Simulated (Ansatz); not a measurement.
Consider the following.

ZrMo (rock salt, Fm-3m), a = b = c = 5.4216 Å, α = β = γ = 90.00°; the cell used has 2 atoms.

This is the PBEsol-relaxed structure.

All from PBEsol (plane waves, PAW; program Ansatz), unless another level is named. Estimate the density of states at the Fermi level.

1.3 states/eV per atom (mean over ±0.08 eV).

And the formation energy from the elements (no fitted shifts)?

1.01 eV/atom.

The start of the workflow was typed in or built on a structure type; neither database checked (COD, Materials Project) lists it. Its standing as an ambient phase is unchecked. The PBEsol relaxation kept the symmetry of its start. At this level the phase is mechanically unstable. The run is not spin-polarised. Its formation energy is positive at this level, so the cell may be metastable or incomplete. The references are the lowest solids computed at this level, not always the standard phases. Spin–orbit coupling is left out wherever it is not named.

Potentials: the earlier of the program's two PAW sets. The files were generated under PBE; for other functionals the program regenerates the frozen cores, and for LDA and PBEsol the local potential too.
